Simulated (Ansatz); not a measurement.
# Cu: from a starting cell to a relaxed one

The start is a generated cell, Cu placed in the simple-cubic structure type. A full variable-cell relaxation at zero pressure is run with r2SCAN (plane waves to 500 eV, PAW, scalar-relativistic; Ansatz, a quantum-chemistry and plane-wave program). First-step values are on the input's coarse k-mesh.

Ansatz input (later rounds restart from its end on a renewed k-mesh):
Ansatz 0.2 input:
```yaml
crystal:
  lattice:
    - [2.36171, 0, 0]
    - [0, 2.36171, 0]
    - [0, 0, 2.36171]
  atoms:
    - { symbol: Cu, position: [0, 0, 0] }
basis: { ecutwfc: 500, ecutrho_ratio: 4, xc_grid: 4, fft_grid_basis: typed }
kpoints: { mp_grid: { grid: [14, 14, 14] } }
hamiltonian:
  xc: r2scan
  dispersion: none
  pseudopotentials: { azcp: { folder: ./paw }, kind: paw }
scf: { occupations: { method: fermi_dirac, width: 0.05 } }
relax: { f_tol: 0.01, max_steps: 100, cell: { stress_tol: 0.02 } }
output: { forces: true, stress: true }
```

| Quantity | Result |
|---|---|
| Energy released | under 0.01 eV/atom |
| Volume change | +1.1 %, from 13.17 to 13.32 Å³/atom |
| Shortest distances (start → end) | The closest pairs of elements (up to four, under 3.6 Å), start → end: Cu–Cu 2.36 → 2.37 Å |
| Optimiser moves | 3 |

Final values are on a 19×19×19 k-mesh of the relaxed cell. No spin polarisation in the result.

The run could not lose the symmetry of its start, so the end can be a saddle point.

The relaxed structure here is a generated cell of Cu: the first start was made by placing the elements on the sites of a structure type, and the end was not matched to a known phase here, so it may be hypothetical. Known forms of Cu include space group No. 225.
